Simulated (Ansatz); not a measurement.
Relaxed-ion elastic tensor of GaAs in space group Pa-3 (No. 205; Ga on 8c, As on 8c) in GPa (Voigt order), r²SCAN in the plane-wave PAW code Ansatz; density 5.70 g/cm³, 21.07 Å³ per atom.

```
 136  34.0  34.0   0.0   0.0   0.0
34.0   136  34.0   0.0   0.0   0.0
34.0  34.0   136   0.0   0.0   0.0
 0.0   0.0   0.0  52.1   0.0   0.0
 0.0   0.0   0.0   0.0  52.1   0.0
 0.0   0.0   0.0   0.0   0.0  52.1
```

Question: Is the crystal mechanically stable?

Answer: Yes: the smallest eigenvalue of C is 52.1 GPa.

Question: Work out the Voigt, Reuss and Hill averages.

Answer: K_V = 68.2, K_R = 68.2, K_H = 68.2; G_V = 51.7, G_R = 51.7, G_H = 51.7 GPa.

Question: Give Young's modulus, Poisson's ratio, Pugh's ratio and the universal anisotropy index.

Answer: E = 9KG/(3K + G) = 124 GPa; ν = 0.20; K/G = 1.32 (brittle by the Pugh limit of 1.75); A_U = 5G_V/G_R + K_V/K_R − 6 = 0.00.

Question: Estimate the sound speeds and the Debye temperature.

Answer: v_l = √((K + 4G/3)/ρ) = 4910 m/s, v_t = √(G/ρ) = 3010 m/s, mean 3330 m/s; Θ = (h/k)(3n/4πV)^(1/3) v_m = 358 K.

Question: Give the Zener ratio and Young's modulus along [100], [110] and [111].

Answer: A = 2C44/(C11 − C12) = 1.02; 1/E = S11 − 2(S11 − S12 − S44/2)Γ with Γ = 0, 1/4, 1/3 gives 123, 124, 125 GPa.

The workflow started from a Materials Project entry (that database holds measured and hypothetical structures alike); the Crystallography Open Database copy checked does not list it. It is not the phase usual at ambient conditions (space group No. 216). Symmetry was held in the r²SCAN relaxation; whether a distortion lowers the energy is not shown. As this level gives no gap, shear constants depend on the k-mesh and smearing (Fermi–Dirac, 0.1 eV here).

Potentials: the earlier of the program's two PAW sets.
